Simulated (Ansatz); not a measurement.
The start is a relaxed Be cell displaced along its unstable phonon at q = (0, 0, ½) of its primitive reciprocal cell (258i cm⁻¹), largest move 0.15 Å. The cell and all atomic positions are relaxed at zero pressure with PBE (plane waves to 420 eV, PAW, scalar-relativistic; Ansatz, a first-principles code). The first steps use a coarse 17×17×7 k-mesh.

Input geometry:
```yaml
crystal:
  lattice:
    - [2.14375, 0.00000, 0.00000]
    - [-1.07187, 1.85654, 0.00000]
    - [0.00000, 0.00000, 4.90797]
  atoms:
    - { symbol: Be, position: [0.04040, 0.08080, 0.00000] }
    - { symbol: Be, position: [0.95960, 0.91920, 0.50000] }
```

Q: What is the largest force in the starting geometry, and on which atom (counted from 1)?

A: 0.31 eV/Å, on Be1, Be2 (atoms numbered as listed).

Q: By how much does the energy per atom fall from start to end?

A: 0.48 eV/atom.

Q: How does the volume change?

A: -19.0 %, from 9.77 to 7.91 Å³/atom.

Q: Is the parent structure recovered?

A: It does not go back: it reaches P6₃/mmc (No. 194), hcp (Mg type), 0.51 eV/atom below the parent.

Q: How do the shortest distances between atoms change?

A: The closest pairs of elements (up to four, under 3.6 Å), start → end: Be–Be 2.14 → 2.21 Å.

Q: What band gap does the relaxed structure have at this level?

A: No gap (metallic).

Q: Give the final cell and atomic positions.

A: 
```cif
data_Be2
_chemical_formula_sum 'Be2'
_space_group_name_H-M_alt 'P63/mmc'
_space_group_IT_number 194
_space_group_name_Hall '-P 6c 2c'
_cell_length_a 2.26450
_cell_length_b 2.26450
_cell_length_c 3.56091
_cell_angle_alpha 90.000
_cell_angle_beta 90.000
_cell_angle_gamma 120.000
loop_
_atom_site_label
_atom_site_type_symbol
_atom_site_symmetry_multiplicity
_atom_site_Wyckoff_symbol
_atom_site_fract_x
_atom_site_fract_y
_atom_site_fract_z
_atom_site_occupancy
Be1 Be 2 d 0.66667 0.33333 0.25000 1
```

Final values are on a 23×23×13 k-mesh of the relaxed cell. No spin polarisation in the result.

The run could not lose the symmetry of its start.

Of the parent cell (P6/mmm (No. 191)): it is a generated cell of Be: the first start was made by placing the elements on the sites of a structure type, and the end was not matched to a known phase here, so it may be hypothetical. Known forms of Be include space group No. 194.
